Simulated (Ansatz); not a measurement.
**Gd, first-principles data**

Gd:
```
Gd
1.0
    0.00000     2.58554     2.58554
    2.58554     0.00000     2.58554
    2.58554     2.58554     0.00000
Gd
1
Direct
  0.00000   0.00000   0.00000
```
The run is spin-polarised; directions of the spins, atom by atom: ↑.

Space group Fm-3m (No. 225), fcc (Cu type); conventional cell a = b = c = 5.1711 Å, α = β = γ = 90.00°.

Method: r²SCAN (plane waves, PAW; program Ansatz). Geometry: relaxed at this level of theory. Other levels are named where they apply.

### Cell and energy

- Volume per atom: 34.57 Å³
- Density: 7.55 g/cm³

### Electronic structure

* **Electronic character**: metallic (no gap)
* **Density of states at the Fermi level**: 1.2 states/eV per atom (mean over ±0.08 eV)

### Magnetism

* **Magnetic order**: ferromagnetic
* **Net moment**: 8.08 μB per atom

### Mechanics

- Bulk modulus (Birch–Murnaghan fit) = 34.7 GPa
- Pressure derivative B′ = 3.0
- Elastic constants (relaxed ions, GPa) = C11 = 48.3, C12 = 28.9, C44 = 33.1
- Mechanical stability = stable (all eigenvalues of C positive)
- Hill bulk and shear moduli = 35.4 and 20.3 GPa
- Young's modulus = 51.0 GPa
- Poisson's ratio = 0.26
- Debye temperature from the elastic constants = 166 K

The first step of the workflow began from a Materials Project structure, measured or hypothetical; the Crystallography Open Database copy checked does not list it. It is not the phase usual at ambient conditions (space group No. 194). The cell was relaxed with r²SCAN under the symmetry of its start; its stability against distortions is not shown here. Spin order of the final state: ferromagnetic, chosen from 3 collinear starts compared on coarse meshes (ties went to the first, and starts can fall back to one state), not a proven ground state. The 4f shell is in the valence, and the state reached may lie above the lowest one. Other orbital occupations within this spin state were not tried. No Hubbard U is applied. As this level gives no gap, shear constants depend on the k-mesh and smearing (Fermi–Dirac, 0.1 eV here). Spin–orbit coupling is left out wherever it is not named.

Potentials: the earlier of the program's two PAW sets. The files were generated under PBE; for other functionals the program regenerates the frozen cores, and for LDA and PBEsol the local potential too.
